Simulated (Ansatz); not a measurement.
A geometry of Ga2Cu away from equilibrium: step 2 of the relaxation of a relaxed Ga2Cu cell with one Ga and one Cu atom exchanged in a cell of 6 atoms. The numbers are results of PBEsol (plane waves to 420 eV, PAW, scalar-relativistic; Ansatz, a quantum-chemistry and plane-wave program), not measurements. Γ-centred k-mesh 6×12×6 on the run's cell (coarser than for final values), Fermi–Dirac smearing 0.05 eV.

```xyz
6
Lattice="5.5068 0.0000 -0.0007 0.0000 2.8497 0.0000 -0.0008 0.0000 5.8425" Properties=species:S:1:pos:R:3:forces:R:3 pbc="T T T" free_energy=-28150.180 pressure_GPa=1.1
Ga     1.4288     1.4249     1.7453    0.0894    0.0000    0.6009
Ga     4.1041     1.4249     1.6710   -0.0841    0.0000    0.1042
Cu     1.3927     1.4249     4.1873    0.0288    0.0000   -0.0222
Ga     4.0535     1.4249     4.1278   -0.4520    0.0000   -0.1591
Ga     0.0393     0.0000    -0.0502    0.4286    0.0000   -0.4440
Cu     2.7470     0.0000     0.0020   -0.0107    0.0000   -0.0798
```

Positions in Å, forces in eV/Å, free energy of the cell in eV (comparable only within this code, potentials and settings). Largest force: 0.62 eV/Å, on Ga1, Ga5 (atoms numbered as listed); the geometry lies 0.04 eV/atom above the end of its relaxation.

No spin polarisation in the result.

The run could not lose the symmetry of its start.

The runs began from a structure in Materials Project; this end point is another cell, not compared with measured phases.
